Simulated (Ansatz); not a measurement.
Here is the system:

Al:
```cif
data_Al4
_chemical_formula_sum 'Al4'
_space_group_name_H-M_alt 'Fm-3m'
_space_group_IT_number 225
_space_group_name_Hall '-F 4 2 3'
_cell_length_a 3.98227
_cell_length_b 3.98227
_cell_length_c 3.98227
_cell_angle_alpha 90.000
_cell_angle_beta 90.000
_cell_angle_gamma 90.000
loop_
_atom_site_label
_atom_site_type_symbol
_atom_site_symmetry_multiplicity
_atom_site_Wyckoff_symbol
_atom_site_fract_x
_atom_site_fract_y
_atom_site_fract_z
_atom_site_occupancy
Al1 Al 4 a 0.00000 0.00000 0.00000 1
```
(The calculation used a cell of 1 atom; values per cell refer to that cell.)

This is the PBE+D3(BJ)-relaxed structure.

Task: All from PBE+D3(BJ) (plane waves, PAW; program Ansatz), unless another level is named. Estimate the Young's modulus.

Result: 96.8 GPa.

Task: Give the elastic constants (relaxed ions, GPa).

Result: C11 = 128, C12 = 65.8, C44 = 41.0.

The cell was relaxed with PBE+D3(BJ) under the symmetry of its start. The pairwise dispersion correction was not fitted to metals. As this level gives no gap, shear constants depend on the k-mesh and smearing (Fermi–Dirac, 0.1 eV here).

Potentials: the later of the program's two PAW sets.
